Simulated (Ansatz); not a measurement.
The elements of this relaxed trial crystal are hidden behind letters.

```
lattice vectors (Å)
   0.0000    5.5226    5.5226
   5.5226    0.0000    5.5226
   5.5226    5.5226    0.0000
fractional positions
X 0.5000 0.5000 0.5000
X 0.2500 0.2500 0.2500
Z 0.0000 0.0000 0.0000
Z 0.4596 0.8468 0.8468
Z 0.8468 0.4596 0.8468
Z 0.8468 0.8468 0.4596
Z 0.8468 0.8468 0.8468
```

The calculation used DFT PBE, scalar-relativistic, plane waves, PAW (Ansatz). The final run on the 7-atom cell used 420 eV, a Γ-centred 6×6×6 mesh, 0.10 eV smearing and no spin polarisation.

- Space group: F-43m (No. 216)
- Conventional cell: a = 11.045 Å
- Volume per atom: 48.12 Å³
- Density: 3.23 g/cm³
- Formation energy: +0.29 eV/atom
- Gap on the 6×6×6 mesh of the 7-atom cell: 0 eV (a metal)

Energies are uncorrected and count from the elements' standard states at the same level.

Question: X is an s-block element of period 3 and Z is a p-block element of period 5. Which elements are they?

Answer: X = Na, Z = Sb, so the formula is Na2Sb5. Density times volume gives a mean mass of 3.23 × 48.12/1.6605 = 93.6 u per atom, and this set has 93.5 u. Among the elements that the hints allow, noble gases aside, only these give it. Na on its first site has 12 Sb at 4.52 Å and 4 Na at 4.78 Å (long against covalent radii, as for large ions); Na on its second site is surrounded by 16 Sb at 4.70–4.78 Å and 4 Na at 4.78 Å (long against covalent radii, as for large ions); Sb on a site of symmetry -43m is surrounded by 4 Sb at 2.93 Å and 4 Na at 4.78 Å; 1 more site not described.

Spin–orbit coupling, which can matter for Sb, is left out. A structure relaxed within its symmetry needn't be a true minimum.
